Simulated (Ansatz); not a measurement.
Task: Each is relaxed and computed with plane-wave PAW PBE (Ansatz code). Which is the only metal?
(A) CaS, rock salt
(B) SiO2, Pbca (Si on 8c, O on 8c, O on 8c)
(C) YSi, rock salt
(D) TePb, rock salt

Result: C, YSi, rock salt. YSi: metal; SiO2: gap 5.41 eV; CaS: gap 2.38 eV (indirect); TePb: gap 0.83 eV (direct). Constructed cells (a structure type filled with these elements, in neither database checked): YSi, rock salt; SiO2, Pbca (Si on 8c, O on 8c, O on 8c). Not the usual ambient phase: SiO2, Pbca (Si on 8c, O on 8c, O on 8c). All cells were relaxed under the symmetry of their starts (and spin orders); stability against distortions was not tested throughout. Rows with no word on spin ran without spin polarisation. Scalar-relativistic: spin–orbit coupling is off unless named, which matters more the heavier the elements.

Potentials: the later of the program's two PAW sets.
